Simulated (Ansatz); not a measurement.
TlBr (zinc blende, F-43m) under volume change, the program Ansatz at the PBE level (PAW), scaled uniformly.

| V (Å³/atom) | E − E(relaxed) (meV/atom) | P (GPa) |
|---|---|---|
| 48.062 | 17.7 | 1.31 |
| 49.647 | 7.4 | 0.79 |
| 51.231 | 1.7 | 0.36 |
| 52.816 | 0.0 | 0.00 |
| 54.400 | 1.6 | -0.30 |
| 55.985 | 5.9 | -0.56 |
| 57.569 | 12.5 | -0.77 |

Q: What does a third-order Birch–Murnaghan fit give for V₀, B₀ and B′?

A: V₀ = 52.82 Å³/atom, B₀ = 11.0 GPa, B′ = 4.8.

The cell is a constructed one: a structure type filled with these elements; neither database checked (COD, Materials Project) lists it. COD files the formula under space group No. 221, so this cell is another polymorph or a model. Its standing as an ambient phase is unchecked. Symmetry was held in the PBE relaxation; phonons on a q-mesh show no instability. Spin–orbit coupling is left out wherever it is not named.

Potentials: the later of the program's two PAW sets.
